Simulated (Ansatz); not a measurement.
One starting cell of MgB$_{2}$ (a generated cell, MgB2 placed in the AFLOW prototype AB2_mC6_12_a_i (C34, as in Te2Au)) was relaxed twice with Ansatz (plane waves, PAW, scalar-relativistic): with PBEsol at 420 eV and with PBE at 420 eV. The PBEsol result:

```cif
data_B2Mg
_chemical_formula_sum 'Mg1 B2'
_space_group_name_H-M_alt 'P 1'
_space_group_IT_number 1
_cell_length_a 3.06322
_cell_length_b 3.06322
_cell_length_c 3.49987
_cell_angle_alpha 90.000
_cell_angle_beta 90.000
_cell_angle_gamma 120.000
loop_
_space_group_symop_operation_xyz
  'x, y, z'
loop_
_atom_site_label
_atom_site_type_symbol
_atom_site_fract_x
_atom_site_fract_y
_atom_site_fract_z
_atom_site_occupancy
Mg1 Mg 0.00000 0.00000 0.00000 1
B1 B 0.33333 0.66667 0.50000 1
B2 B 0.66667 0.33333 0.50000 1
```

```tsv
quantity	PBEsol	PBE
space group	P6/mmm	P6/mmm
volume (Å³/atom)	9.48	(withheld)
a (Å)	3.063	(withheld)
c (Å)	3.500	(withheld)
gap (eV, no spin-orbit coupling)	0.00	(withheld)
```

What does PBE give for the same quantities?


- volume (Å³/atom), PBE: 9.62
- a (Å), PBE: 3.074
- c (Å), PBE: 3.528
- gap (eV, no spin-orbit coupling), PBE: 0.00

Both levels end in the same structure; PBE's volume is 1.5 % larger. Neither column is exact.

No spin polarisation in the result.

The run could not lose the symmetry of its start.

The first start was generated by placing the elements on the sites of a structure type. A measured structure of MgB2 has the same space group, P6/mmm (No. 191); the sites were not compared with it.

Ansatz is a program for electronic structure.
